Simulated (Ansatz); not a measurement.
## SiW3: a vibration from a frozen displacement

Method: Ansatz 0.2.0, DFT r2SCAN, scalar-relativistic, plane waves, PAW. Cutoff 500 eV, Γ-centred 14×14×14 k-points, Gaussian smearing of 0.15 eV. Spin–orbit coupling is left out, which matters for the heavy elements here. No spin polarisation. Energies are free energies at this smearing, counted from the undisturbed cell; pressure is positive in compression.

Zero of the scan (relaxed at this level; it needn't be the usual structure):

```yaml
crystal:
  lattice:
    - [-2.58915, 2.58915, 2.58915]
    - [2.58915, -2.58915, 2.58915]
    - [2.58915, 2.58915, -2.58915]
  atoms:
    - { symbol: Si, position: [0.00000, 0.00000, 0.00000] }
    - { symbol: W, position: [0.50000, 0.50000, 0.00000] }
    - { symbol: W, position: [0.50000, 0.00000, 0.50000] }
    - { symbol: W, position: [0.00000, 0.50000, 0.50000] }
```

Every Si atom is moved by x along the Cartesian unit vector (0.000, 0.000, -1.000); the cell and all other atoms stay fixed. The cell's volume is 69.43 Å³; the moved atoms weigh 28.085 u together and the others 551.520 u.

```
  x (Å)  ΔE (meV/cell) total force on the moved atoms along the move (eV/Å) pressure (GPa)
-0.1000          25.97                                                0.5377          0.4133
-0.0500           6.32                                                0.2551          0.1280
 0.0000           0.00                                                0.0000          0.0328
 0.0750          14.38                                               -0.3913          0.2468
```

**Question.** What frequency belongs to this motion?

**Answer.** The force constant is k = −dF/dx = 5.148 eV/Å², from the parabola through x = -0.0500, 0 and 0.0750. In every cell the moved atoms swing against the rest, so the mass is μ = m₁m₂/(m₁ + m₂) = 26.724 u, and ν̃ = 521.5 cm⁻¹ × √(|k|/μ) = 229 cm⁻¹. The pattern needn't be a normal mode: ν̃² is then a weighted mean of the squared nonzero frequencies at the zone centre of this cell, so it lies between the lowest and the highest of them.

**Question.** How far does the harmonic law reach?

**Answer.** At x = -0.100 Å, kx²/2 = 25.74 meV against the computed 25.97 meV (+0.9 %): the well is still close to harmonic there.

In a metal these slopes depend on the k mesh and the smearing.

Cost: 4 runs of about 1.9 core-minutes in all, on AMD EPYC 9R45 (Zen 5) (shared hosts).